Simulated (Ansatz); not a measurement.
A geometry of Ga2O3 away from equilibrium: the start of the relaxation of a generated cell, Ga2O3 placed in the AFLOW prototype A3B2_hR5_155_e_c (D5_e, as in Ni3S2). These are r2SCAN (plane waves to 500 eV, PAW, scalar-relativistic; Ansatz, a first-principles code) values and carry that method's errors. Γ-centred k-mesh 7×7×7 on the run's cell (coarser than for final values), Fermi–Dirac smearing 0.05 eV.

```xyz
5
Lattice="2.5099 1.4491 2.0765 -2.5099 1.4491 2.0765 0.0000 -2.8982 2.0765" Properties=species:S:1:pos:R:3 pbc="T T T"
O     -1.2805     0.0000     3.1147
O      0.6403    -1.1090     3.1147
O      0.6403     1.1090     3.1147
Ga     0.0000     0.0000     1.5704
Ga     0.0000     0.0000     4.6590
```

Problem. Give the Cartesian forces on all atoms (eV/Å).

Solution. 
| atom | Fx | Fy | Fz |
|---|---|---|---|
| O1 | -2.84 | 0.00 | 0.00 |
| O2 | 1.42 | -2.46 | 0.00 |
| O3 | 1.42 | 2.46 | 0.00 |
| Ga4 | 0.00 | 0.00 | 1.31 |
| Ga5 | 0.00 | 0.00 | -1.31 |

Problem. What is the pressure?

Solution. +30.2 GPa, compression positive.

No spin polarisation in the result.

The run could not lower the symmetry of its start; a shaken copy of this end point relaxes with r2SCAN to P1 (No. 1), 0.225 eV/atom lower.

The end of the path is a generated cell of Ga2O3: the first start was made by placing the elements on the sites of a structure type, and the end was not matched to a known phase here, so it may be hypothetical. Known forms of Ga2O3 include space group No. 12, 167.
